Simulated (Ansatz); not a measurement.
Input for Ansatz (plane-wave DFT, PAW):

```yaml
crystal:
  lattice:
    - [0.0, 3.6944200322, 3.6944200322]
    - [3.6944200322, 0.0, 3.6944200322]
    - [3.6944200322, 3.6944200322, 0.0]
  atoms:
    - { symbol: Li, position: [0.5, 0.5, 0.5] }
    - { symbol: Li, position: [0.75, 0.75, 0.75] }
    - { symbol: Pt, position: [0.125, 0.125, 0.125] }
    - { symbol: Pt, position: [0.625, 0.125, 0.125] }
    - { symbol: Pt, position: [0.125, 0.125, 0.625] }
    - { symbol: Pt, position: [0.125, 0.625, 0.125] }
basis:
  ecutwfc: 500
kpoints:
  mp_grid: { grid: [8, 8, 8] }
hamiltonian:
  xc: r2scan
scf:
  occupations: { method: gaussian, width: 0.1 }
output:
  forces: true
  stress: true
  eigenvalues: true
relax:
  adjacent_minimum: "off"
  f_tol: 0.005
  max_steps: 80
  cell: { stress_tol: 0.05 }
```

Run as
```bash
ansatz run input.yaml --threads 1 --pin off --max-ram 2560MiB --backend cpu --events-out ev --progress --plain --runs-dir out
```

All numbers below come from DFT r2SCAN, scalar-relativistic, plane waves, PAW in Ansatz.

Part of what the program printed, abridged (iterations and final results):

```
SCF iter   1: F=—  HF=-50560.154375 eV  |F-HF|=—  |Δ(HF+E_count)|=         —  Δρ=1.27e-2  dr2=1.31e-1  dr2_τ=8.68e-2  ethr=1.77e-3  ⟨swp⟩=5.8  Hψ=4844  notcnv=0  defer=13
SCF iter   2: F=—  HF=-50560.228591 eV  |F-HF|=—  |Δ(HF+E_count)|=   7.42e-2  Δρ=1.03e-2  dr2=1.13e-1  dr2_τ=1.87e-2  ethr=1.68e-4  ⟨swp⟩=2.0  Hψ=2717  notcnv=0  defer=86
SCF iter   3: F=—  HF=-50560.198362 eV  |F-HF|=—  |Δ(HF+E_count)|=   3.02e-2  Δρ=1.39e-3  dr2=2.69e-3  dr2_τ=3.09e-4  ethr=1.45e-4  ⟨swp⟩=2.0  Hψ=2029  notcnv=0  defer=86
SCF iter   4: F=—  HF=-50560.197774 eV  |F-HF|=—  |Δ(HF+E_count)|=   5.89e-4  Δρ=1.99e-4  dr2=2.77e-5  dr2_τ=1.00e-5  ethr=3.45e-6  ⟨swp⟩=2.1  Hψ=1893  notcnv=0  defer=86
SCF iter   5: F=—  HF=-50560.197786 eV  |F-HF|=—  |Δ(HF+E_count)|=   1.21e-5  Δρ=4.90e-5  dr2=6.32e-7  dr2_τ=3.47e-7  ethr=3.55e-8  ⟨swp⟩=2.0  Hψ=2236  notcnv=0  defer=86
SCF iter   6: F=-50560.197787 eV  HF=-50560.197787 eV  |F-HF|=5.14e-8  |Δ(HF+E_count)|=   9.70e-7  Δρ=9.43e-6  dr2=7.39e-8  dr2_τ=9.87e-9  ethr=1.28e-10  ⟨swp⟩=9.4  Hψ=6035  notcnv=0
SCF 1 converged in 6 iterations: F = -50560.197787 eV  dr2 = 7.39e-8
relax step   1: F+E_penalty+E_count = -50560.19778702 eV  Δ(F+E_penalty+E_count) = +0.000e0 eV  max|allowed force component| = 6.867e-19 eV/Å  Δτ_max = 0.0000 Å  P = -0.549 GPa  Ω = 100.848 Å³  (6 SCF iters, dr2 threshold 1.00e-7 eV, accepted)
Crystal: 6 atoms, lattice volume = 100.047 Å³
Initial density: handed on by an earlier stage of this run
Initial wavefunctions: those handed on with the density
SCF iter   1: F=—  HF=-50560.189265 eV  |F-HF|=—  |Δ(HF+E_count)|=         —  Δρ=9.22e-4  dr2=1.42e-3  dr2_τ=8.83e-3  ethr=1.52e-6  ⟨swp⟩=2.0  Hψ=5532  notcnv=0
SCF iter   2: F=—  HF=-50560.198510 eV  |F-HF|=—  |Δ(HF+E_count)|=   9.24e-3  Δρ=1.40e-3  dr2=2.72e-3  dr2_τ=2.94e-4  ethr=1.52e-6  ⟨swp⟩=2.0  Hψ=2411  notcnv=0
SCF iter   3: F=—  HF=-50560.197854 eV  |F-HF|=—  |Δ(HF+E_count)|=   6.56e-4  Δρ=4.85e-4  dr2=2.91e-4  dr2_τ=8.50e-6  ethr=1.52e-6  ⟨swp⟩=2.0  Hψ=1919  notcnv=0
SCF iter   4: F=—  HF=-50560.197790 eV  |F-HF|=—  |Δ(HF+E_count)|=   6.47e-5  Δρ=1.95e-5  dr2=2.83e-7  dr2_τ=4.34e-8  ethr=7.69e-10  ⟨swp⟩=5.9  Hψ=6987  notcnv=0
SCF iter   5: F=-50560.197790 eV  HF=-50560.197790 eV  |F-HF|=1.12e-8  |Δ(HF+E_count)|=   5.90e-8  Δρ=5.28e-6  dr2=2.51e-8  dr2_τ=3.74e-9  ethr=3.63e-10  ⟨swp⟩=2.0  Hψ=4939  notcnv=0
SCF 2 converged in 5 iterations: F = -50560.197790 eV  dr2 = 2.51e-8
relax step   2: F+E_penalty+E_count = -50560.19778951 eV  Δ(F+E_penalty+E_count) = -2.493e-6 eV  max|allowed force component| = 7.517e-18 eV/Å  Δτ_max = 0.0000 Å  P = +0.645 GPa  Ω = 100.047 Å³  energy of the carried Pulay correction = +2.167e-4 eV  (5 SCF iters, dr2 threshold 6.00e-7 eV, rejected (line search))
Crystal: 6 atoms, lattice volume = 100.478 Å³
SCF iter   1: F=—  HF=-50560.195991 eV  |F-HF|=—  |Δ(HF+E_count)|=         —  Δρ=5.14e-4  dr2=4.45e-4  dr2_τ=2.57e-3  ethr=4.38e-7  ⟨swp⟩=2.0  Hψ=5440  notcnv=0
SCF iter   2: F=—  HF=-50560.198757 eV  |F-HF|=—  |Δ(HF+E_count)|=   2.77e-3  Δρ=7.91e-4  dr2=8.57e-4  dr2_τ=9.43e-5  ethr=4.38e-7  ⟨swp⟩=2.0  Hψ=2421  notcnv=0
SCF iter   3: F=—  HF=-50560.198547 eV  |F-HF|=—  |Δ(HF+E_count)|=   2.10e-4  Δρ=2.82e-4  dr2=9.80e-5  dr2_τ=2.86e-6  ethr=4.38e-7  ⟨swp⟩=2.0  Hψ=1924  notcnv=0
SCF iter   4: F=—  HF=-50560.198517 eV  |F-HF|=—  |Δ(HF+E_count)|=   3.02e-5  Δρ=1.33e-5  dr2=1.37e-7  dr2_τ=1.40e-8  ethr=1.26e-7  ⟨swp⟩=2.0  Hψ=1933  notcnv=0
SCF iter   5: F=—  HF=-50560.198530 eV  |F-HF|=—  |Δ(HF+E_count)|=   1.29e-5  Δρ=3.99e-6  dr2=1.33e-8  dr2_τ=2.95e-9  ethr=1.75e-10  ⟨swp⟩=2.0  Hψ=2474  notcnv=0
SCF iter   6: F=—  HF=-50560.198530 eV  |F-HF|=—  |Δ(HF+E_count)|=  5.31e-10  Δρ=5.77e-7  dr2=2.48e-10  dr2_τ=5.15e-11  ethr=1.71e-11  ⟨swp⟩=2.0  Hψ=1968  notcnv=0
SCF iter   7: F=—  HF=-50560.198530 eV  |F-HF|=—  |Δ(HF+E_count)|=  2.91e-11  Δρ=3.64e-7  dr2=1.23e-10  dr2_τ=9.51e-12  ethr=1.00e-12  ⟨swp⟩=4.0  Hψ=4778  notcnv=0
SCF iter   8: F=-50560.198530 eV  HF=-50560.198530 eV  |F-HF|=2.91e-11  |Δ(HF+E_count)|=  8.00e-11  Δρ=1.12e-7  dr2=1.18e-11  dr2_τ=8.51e-13  ethr=1.00e-12  ⟨swp⟩=3.0  Hψ=4449  notcnv=0
SCF 3 converged in 8 iterations: F = -50560.198530 eV  dr2 = 1.18e-11
relax step   3: F+E_penalty+E_count = -50560.19853004 eV  Δ(F+E_penalty+E_count) = -7.430e-4 eV  max|allowed force component| = 4.626e-18 eV/Å  Δτ_max = 0.0000 Å  P = -0.005 GPa  Ω = 100.478 Å³  energy of the carried Pulay correction = +9.989e-5 eV  (8 SCF iters, accepted)
Initial wavefunctions: pseudopotential atomic-orbital guess (no wavefunctions were taken with the density)
SCF iter   1: F=—  HF=-50560.198436 eV  |F-HF|=—  |Δ(HF+E_count)|=         —  Δρ=7.43e-6  dr2=7.04e-9  dr2_τ=8.31e-8  ethr=6.73e-8  ⟨swp⟩=3.0  Hψ=7943  notcnv=0
SCF iter   2: F=—  HF=-50560.198435 eV  |F-HF|=—  |Δ(HF+E_count)|=   4.45e-7  Δρ=8.97e-7  dr2=6.21e-10  dr2_τ=2.29e-10  ethr=9.02e-12  ⟨swp⟩=2.9  Hψ=2835  notcnv=0
SCF iter   3: F=—  HF=-50560.198435 eV  |F-HF|=—  |Δ(HF+E_count)|=  1.16e-10  Δρ=2.61e-7  dr2=7.60e-11  dr2_τ=6.95e-12  ethr=1.00e-12  ⟨swp⟩=7.0  Hψ=5641  notcnv=0
SCF iter   4: F=-50560.198435 eV  HF=-50560.198435 eV  |F-HF|=2.91e-11  |Δ(HF+E_count)|=  1.46e-11  Δρ=8.09e-8  dr2=6.35e-12  dr2_τ=1.38e-12  ethr=1.00e-12  ⟨swp⟩=4.0  Hψ=4339  notcnv=0
SCF 4 converged in 4 iterations: F = -50560.198435 eV  dr2 = 6.35e-12
SCF converged after 4 iterations
Free energy (F): -50560.198435 eV
Harris-Foulkes:  -50560.198435 eV  (|F-HF|=2.91e-11)
Internal energy: -50560.181966 eV  (E = F + TS)
E sigma→0 (E₀):  -50560.190201 eV
Entropy (-TS):   -0.016469 eV (-2.745 meV/atom)
Fermi energy:    13.516627 eV
--- Per-component energies (eV) ---
  E_band       = -1358.293178
  E_kinetic    = 2598.712299
  E_local      = -10036.699525  (includes V_loc(G=0)·N_el)
  E_nonlocal   = 739.652515
  E_hartree    = 3930.896458
  E_xc         = -1023.168740
  E_vxc        = -1384.894288  (∫ρ·V_xc dr)
  E_paw        = -37964.463468  (= ΣΔE_a)
  E_vpaw       = -1226.906782  (= ΣTr[D̂ρ^β])
  E_aug_tail   = 0.000394  (compensation charges beyond the density's cutoff)
  E_vtau       = 90.049583  (kinetic-family band-sum trace: ∫τ·v_τ [+ j·A + Jᵃ·Aᵃ] dr)
  E_ewald      = -8804.185923
  E_core_change = -0.925978  (= ΣΔE_core)
  E_smearing   = -0.016469  (= −TS)
--- Forces (eV/Å), atoms counted from 1 ---
  atom   1  Li     0.00000000     0.00000000     0.00000000
  atom   2  Li     0.00000000     0.00000000     0.00000000
  atom   3  Pt     0.00000000     0.00000000     0.00000000
  atom   4  Pt     0.00000000     0.00000000     0.00000000
  atom   5  Pt     0.00000000     0.00000000     0.00000000
  atom   6  Pt     0.00000000     0.00000000     0.00000000
--- Stress (GPa, compression-positive) ---
       -0.005682       0.000000       0.000000
        0.000000      -0.005682       0.000000
        0.000000       0.000000      -0.005682
  P = ⅓ Tr σ = -0.0057 GPa (-0.057 kbar)
--- Band table (eV; the first three rows and the last of 29) ---
  k-point 0: bands = ["-86.5864", "-86.5258", "-86.5258", "-86.5258", "-40.9914", "-40.4235", "-40.4235", "-40.4235", "-40.1325", "-40.1325", "-39.9585", "-39.9585", "-39.9585", "-39.8537", "-39.8537", "-39.8537", "-33.7352", "-33.7286", "4.2204", "7.4034", "7.4303", "7.4303", "7.4303", "8.7132", "8.7132", "9.1259", "9.1259", "9.1259", "12.5393", "12.5393", "12.5393", "12.5695", "12.5695", "12.5695", "12.7976", "12.7976", "15.1737", "15.2279", "15.2279", "15.2279", "15.5754", "15.5754", "15.5754", "18.8370", "18.8370", "20.4972", "20.4972"]
  k-point 1: bands = ["-86.5847", "-86.5275", "-86.5258", "-86.5258", "-40.9720", "-40.4265", "-40.4166", "-40.4166", "-40.1281", "-40.1281", "-39.9768", "-39.9611", "-39.9611", "-39.8630", "-39.8630", "-39.8537", "-33.7350", "-33.7288", "4.3743", "7.4708", "7.5167", "7.5364", "7.5364", "8.7747", "8.7747", "9.1317", "9.2273", "9.2273", "12.1661", "12.3994", "12.3994", "12.4949", "12.4949", "12.5592", "12.6953", "12.6953", "14.4346", "14.4346", "14.4602", "15.2279", "15.5360", "16.2113", "16.2113", "18.6677", "18.6677", "20.7080", "20.7080"]
  k-point 2: bands = ["-86.5801", "-86.5321", "-86.5258", "-86.5258", "-40.9208", "-40.4362", "-40.3994", "-40.3994", "-40.1140", "-40.1140", "-40.0229", "-39.9718", "-39.9718", "-39.8849", "-39.8849", "-39.8537", "-33.7344", "-33.7293", "4.7826", "7.6193", "7.8007", "7.8007", "7.8321", "8.9667", "8.9667", "9.1636", "9.5524", "9.5524", "11.3054", "11.7870", "11.7870", "12.3278", "12.3278", "12.5346", "12.6271", "12.6271", "12.8015", "13.4636", "13.4636", "15.2277", "15.7348", "16.6193", "16.6193", "18.6351", "18.6351", "21.1744", "21.1744"]
  k-point 28: bands = ["-86.5562", "-86.5562", "-86.5258", "-86.5258", "-40.6580", "-40.6580", "-40.3194", "-40.3194", "-40.1047", "-40.1047", "-40.0416", "-40.0416", "-39.9562", "-39.9562", "-39.9158", "-39.9158", "-33.7318", "-33.7318", "7.0652", "7.0652", "8.6127", "8.6127", "9.3457", "9.3457", "9.5233", "9.5233", "10.0788", "10.0788", "10.4135", "10.4135", "10.5298", "10.5298", "11.3888", "11.3888", "11.7950", "11.7950", "12.4117", "12.4117", "13.2566", "13.2566", "14.5824", "14.5824", "18.7972", "18.7972", "20.7641", "20.7641", "24.0530"]
--- Relaxed structure (3 steps of the walk, 2 accepted, 1 SCFs on fresh bases) ---
  F+E_penalty+E_count = -50560.19843515 eV   max|allowed force component| = 7.903e-18 eV/Å   (the final SCF, on the basis selected at the relaxed cell)
  cell:  # Å, volume = 100.4782 Å³
    - [0.0, 3.68989415, 3.68989415]
    - [3.68989415, 0.0, 3.68989415]
    - [3.68989415, 3.68989415, 0.0]
  atoms:
    - { symbol: Li, position: [0.5, 0.5, 0.5] }
    - { symbol: Li, position: [0.75, 0.75, 0.75] }
    - { symbol: Pt, position: [0.125, 0.125, 0.125] }
    - { symbol: Pt, position: [0.625, 0.125, 0.125] }
    - { symbol: Pt, position: [0.125, 0.125, 0.625] }
    - { symbol: Pt, position: [0.125, 0.625, 0.125] }
```

The relaxation met its thresholds.

It took 61 s on 1 thread of Arm Neoverse V2 (shared host), peak memory 0.72 GiB.

Spin–orbit coupling is left out, which can shift energies with elements as heavy as these.